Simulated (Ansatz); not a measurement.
## Structure relaxation, Mo$_{2}$C

The start is a generated cell, Mo2C built in the AFLOW prototype AB2_oI6_71_a_i (as in ReSi2). Cell shape, volume and atoms are optimised at zero target pressure with PBEsol (plane waves to 420 eV, PAW, scalar-relativistic; Ansatz, a quantum-chemistry and plane-wave program). The first steps use a coarse 10×10×10 k-mesh.

Starting cell:
```yaml
crystal:
  lattice:
    - [-1.55914, 1.56711, 3.82656]
    - [1.55914, -1.56711, 3.82656]
    - [1.55914, 1.56711, -3.82656]
  atoms:
    - { symbol: C, position: [0.00000, 0.00000, 0.00000] }
    - { symbol: Mo, position: [0.33900, 0.33900, 0.00000] }
    - { symbol: Mo, position: [0.66100, 0.66100, 0.00000] }
```

**Question.** How large is the pressure on the unrelaxed cell, and of which sign?

**Answer.** -8 GPa (negative: the cell is under tension).

**Question.** Which atoms feel the largest initial force, and how large is it?

**Answer.** About 1.2 eV/Å, on Mo2, Mo3 (atoms numbered as listed).

**Question.** Does the structure survive the relaxation? Give the final space group.

**Answer.** The space group goes from Immm (No. 71) to I4/mmm (No. 139), with 3 atoms in the primitive cell.

**Question.** By how much does the energy per atom fall from start to end?

**Answer.** 0.65 to 0.66 eV/atom (the two k-meshes of the run give this range).

**Question.** How does the volume per atom move from start to end?

**Answer.** -5.6 %, from 12.47 to 11.77 Å³/atom.

**Question.** How do the shortest distances between atoms change?

**Answer.** The closest pairs of elements (up to four, under 3.6 Å), start → end: C–Mo 2.53 → 2.30 Å; Mo–Mo 2.46 → 2.51 Å; C–C 3.12 → 2.72 Å.

**Question.** Is the relaxed structure metallic? Give its gap.

**Answer.** Zero (metallic).

**Question.** What does it relax into? Give the structure.

**Answer.** 
Space group I4/mmm (No. 139); a = b = 2.7231 Å, c = 9.5249 Å, α = β = γ = 90.00°

```tsv
atom	site	symmetry	x	y	z
C	2a	4/mmm	0.0000	0.0000	0.0000
Mo	4e	4mm	0.0000	0.0000	0.3681
```
(The calculation used a cell of 3 atoms; values per cell refer to that cell.)

Final values are on a 24×24×24 k-mesh of the relaxed cell. No spin polarisation in the result.

The run could not lose the symmetry of its start: the end is stationary, and may be a saddle point rather than a minimum.

The relaxed structure here is a generated cell of Mo2C: the first start was made by placing the elements on the sites of a structure type, and the end was not matched to a known phase here, so it may be hypothetical.
